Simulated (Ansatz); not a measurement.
**In$_{2}$Ni$_{3}$S$_{2}$: do energies and stresses tell the same story?**

All numbers below come from Ansatz 0.2.0, DFT PBEsol, scalar-relativistic, plane waves, PAW.

Settings: cutoff 420 eV, Γ-centred mesh 12×12×12 on the computed 7-atom cell, Gaussian smearing of 0.10 eV; no spin polarisation.

Relaxed cell: R-3m, a = 5.320 Å, b = 5.320 Å, c = 13.393 Å, α = 90.00°, β = 90.00°, γ = 120.00°, 7 atoms in the primitive cell. Whether it is the stable form of this composition wasn't checked.

Energies at zero smearing and pressures from the stress tensor, at volumes with shape and atoms relaxed:
```csv
V (Å³/atom),E − E(first) (meV/atom),P (GPa)
14.694,0.00,6.69
15.163,-14.03,3.02
15.632,-18.29,0.00
16.101,-14.54,-2.46
16.570,-4.26,-4.47
```

Task: Check P = −dE/dV between neighbouring volumes, and get the bulk modulus from the pressures alone.

Result: With 1 eV/Å³ = 160.2 GPa:
| middle V (Å³/atom) | −ΔE/ΔV (GPa) | mean P (GPa) |
| --- | --- | --- |
| 14.929 | 4.794 | 4.856 |
| 15.398 | 1.455 | 1.508 |
| 15.867 | -1.282 | -1.232 |
| 16.336 | -3.511 | -3.466 |

The two differ by 0.06 GPa at most. The mean of two end pressures misses the average over a step by about ΔV² P″/12, up to 0.06 GPa here; with that taken off 0.01 GPa remains. Around V = 15.632 Å³/atom, the two neighbours give B = −V ΔP/ΔV = 15.632 × 5.48 / 0.938 = 91.3 GPa, against B0 = 90.8 GPa from the Birch–Murnaghan fit of the energies.

A ferromagnetic start lost its moments in a first run, so spin was left out; other magnetic orders weren't tried.

Cost: 6 runs of about 34 core-minutes in all, on Arm Neoverse V2 (shared hosts).